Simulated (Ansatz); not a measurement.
# MgRh: zone-centre modes

Level of theory: DFT LDA, scalar-relativistic, plane waves, PAW in Ansatz. Cutoff 420 eV, 14×14×14 k-points (Γ-centred), Fermi-Dirac smearing of 0.15 eV. No spin polarisation. Phonons by linear response, acoustic sum rule imposed.

The cell, relaxed at this level:
```
Mg Rh
1.0
     3.04970    0.00000    0.00000
     0.00000    3.04970    0.00000
     0.00000    0.00000    3.04970
Mg Rh
1 1
Direct
  0.00000 0.00000 0.00000
  0.50000 0.50000 0.50000
```

In a metal, frequencies and elastic constants depend on the k mesh and the smearing, soft modes and shear constants most.

Question: Is this structure stable against zone-centre distortions?

Answer: Yes, at Γ: no optical mode is imaginary. Strains and other wave vectors aren't tested by this run.

Question: List the optical modes at Γ (i marks imaginary ones).

Answer:
```csv
frequency (cm⁻¹),degeneracy
293,3
```